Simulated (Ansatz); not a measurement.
H4BrN:
```xyz
12
Lattice="5.6925 0.0000 0.0000 0.0000 5.6925 0.0000 0.0000 0.0000 4.0543" Properties=species:S:1:pos:R:3 pbc="T T T"
H      0.0000     4.8491     3.4599
H      3.6896     2.8462     3.4599
H      0.0000     0.8434     3.4599
H      2.0028     2.8462     3.4599
H      2.8462     3.6896     0.5944
H      0.8434     0.0000     0.5944
H      2.8462     2.0028     0.5944
H      4.8491     0.0000     0.5944
Br     0.0000     2.8462     2.1541
Br     2.8462     0.0000     1.9002
N      0.0000     0.0000     0.0000
N      2.8462     2.8462     0.0000
```

x, y and z are the axes in which the lattice vectors are written.

Question: Give the high-frequency dielectric tensor and the Born effective charge tensors of the independent atoms from DFPT, r²SCAN+D4 (plane waves, PAW; program Ansatz).

Answer: 
ε∞:
```
2.93  0.00  0.00
0.00  2.93  0.00
0.00  0.00  2.85
```
Z* of atom 1 (H), rows: field, columns: displacement, in e:
```
0.25  0.00  0.00
0.00  0.87  0.42
0.00  0.35  0.50
```
Z* of atom 9 (Br), rows: field, columns: displacement, in e:
```
-1.28   0.00   0.00
 0.00  -1.28   0.00
 0.00   0.00  -1.16
```
Z* of atom 11 (N), rows: field, columns: displacement, in e:
```
-0.98   0.00   0.00
 0.00  -0.98   0.00
 0.00   0.00  -0.85
```

Static charges for comparison (Bader): H1 +0.48, Br9 -0.75, N11 -1.16 e. Born charges measure polarisation by displacement and can exceed these by far.

Space group P4/nmm. The workflow started from a Materials Project entry (that database holds measured and hypothetical structures alike); the Crystallography Open Database files this formula in space group No. 129, but the cells were not matched. Its standing as an ambient phase is unchecked. The cell was relaxed with r²SCAN+D4 under the symmetry of its start; whether a distortion lowers the energy is not shown. Spin–orbit coupling is left out wherever it is not named.

Potentials: the later of the program's two PAW sets.
